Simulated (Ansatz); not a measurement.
KCl (rock salt)

```
KCl
1.0
    0.00000     3.19058     3.19058
    3.19058     0.00000     3.19058
    3.19058     3.19058     0.00000
Cl K
1 1
Direct
  0.00000   0.00000   0.00000
  0.50000   0.50000   0.50000
```

The slice is a {110} plane (indices of the conventional cell) through the point (0.500, 0.500, 0.500) (fractional), spanned by u = [100] and v = [1 -1 -1] in vectors of this cell: u (4.51 Å) and v (6.38 Å, at 90° to u). It covers one period; positions are fractions (u, v).

Level of theory: PBE (plane waves to 420 eV, PAW, scalar-relativistic; Ansatz, an electronic-structure program). k mesh 9×9×9. Near the nuclei the fields are pseudised (PAW); where an atom keeps semicore shells as valence, they peak there. KCl was relaxed with its symmetry unable to fall.

Sketch the electrostatic potential energy of an electron, from the cell's mean on this plane as a map.


```tsv
v \ u	0.00	0.13	0.26	0.39	0.52	0.65	0.78	0.91
0.88	x	x	1.6	3.9	4.4	3.4	0.0	x
0.75	3.2	3.6	4.2	4.4	4.5	4.4	4.0	3.4
0.62	x	x	4.6	4.6	4.4	4.8	3.8	x
0.50	x	x	2.7	4.6	4.3	4.7	x	x
0.38	x	x	4.6	4.6	4.4	4.8	3.8	x
0.25	3.2	3.6	4.2	4.4	4.5	4.4	4.0	3.4
0.12	x	x	1.6	3.9	4.4	3.4	0.0	x
0.00	x	x	-1.2	3.5	4.3	2.7	x	x
```

Values: electrostatic potential energy of an electron, from the cell's mean, in eV. Points within 1 Å of a nucleus are blanked (x), as the pseudised field means little there. Values under -4 eV are set to -4. The zero, the cell's mean, hangs on the PAW cores.
